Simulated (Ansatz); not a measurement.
Tc:
Space group P6₃/mmc (No. 194); a = b = 2.724 Å, c = 4.358 Å, α = β = 90.00°, γ = 120.00°

```json
[
 {"atom": "Tc", "site": "2d", "symmetry": "-6m2", "x": "0.6667", "y": "0.3333", "z": "0.2500"}
]
```

Relaxed at zero pressure with plane-wave PAW PBEsol (Ansatz code).

**Question.** The volume is lowered by 6 % and shape and atoms relax at that volume. What pressure results, and how do the axes share the change?

**Answer.** 23.3 GPa; a -2.1 %, b -2.1 %, c -2.0 %; the energy rises by 58 meV/atom.

**Question.** Give the new structure.

**Answer.** 
Space group P6₃/mmc (No. 194); a = 2.667 Å, b = 2.667 Å, c = 4.272 Å, α = 90.00°, β = 90.00°, γ = 120.00°

```json
[
 {"atom": "Tc", "site": "2d", "symmetry": "-6m2", "x": "0.6667", "y": "0.3333", "z": "0.2500"}
]
```

The phase is kept; no other phase was compared at this pressure.

Space group P6_3/mmc (hcp (Mg type)). Symmetry was held in the PBEsol relaxation. The run is not spin-polarised. Axis ratios of metals converge slowly with the k-mesh, so a and c are less sure than the volume.

Potentials: the later of the program's two PAW sets.
